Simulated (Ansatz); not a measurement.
Relaxed-ion elastic tensor of YN (rock salt, Fm-3m) in GPa (Voigt order), the program Ansatz at the r²SCAN level (PAW); density 5.83 g/cm³, 14.67 Å³ per atom.

```
      1     2     3    4    5    6
-  ----  ----  ----  ---  ---  ---
1   336  86.6  86.6  0.0  0.0  0.0
2  86.6   336  86.6  0.0  0.0  0.0
3  86.6  86.6   336  0.0  0.0  0.0
4   0.0   0.0   0.0  132  0.0  0.0
5   0.0   0.0   0.0  0.0  132  0.0
6   0.0   0.0   0.0  0.0  0.0  132
```

**Question.** Is the crystal mechanically stable?

**Answer.** Yes: the smallest eigenvalue of C is 132 GPa.

**Question.** Work out the Voigt, Reuss and Hill averages.

**Answer.** K_V = 170, K_R = 170, K_H = 170; G_V = 129, G_R = 129, G_H = 129 GPa.

**Question.** Give Young's modulus, Poisson's ratio, Pugh's ratio and the universal anisotropy index.

**Answer.** E = 9KG/(3K + G) = 308 GPa; ν = 0.20; K/G = 1.32 (brittle by the Pugh limit of 1.75); A_U = 5G_V/G_R + K_V/K_R − 6 = 0.00.

**Question.** Estimate the sound speeds and the Debye temperature.

**Answer.** v_l = √((K + 4G/3)/ρ) = 7650 m/s, v_t = √(G/ρ) = 4700 m/s, mean 5190 m/s; Θ = (h/k)(3n/4πV)^(1/3) v_m = 631 K.

**Question.** Give the Zener ratio and Young's modulus along [100], [110] and [111].

**Answer.** A = 2C44/(C11 − C12) = 1.06; 1/E = S11 − 2(S11 − S12 − S44/2)Γ with Γ = 0, 1/4, 1/3 gives 300, 310, 314 GPa.

**Question.** Solve the Christoffel equation for the three sound speeds along [100], [110], [111].

**Answer.** Eigenvalues of C_ijkl n_j n_l equal ρv². In km/s, slowest first: [100] 4.75, 4.75, 7.59; [110] 4.62, 4.75, 7.67; [111] 4.67, 4.67, 7.70.

The cell was relaxed with r²SCAN under the symmetry of its start. The run is not spin-polarised.

Potentials: the later of the program's two PAW sets.
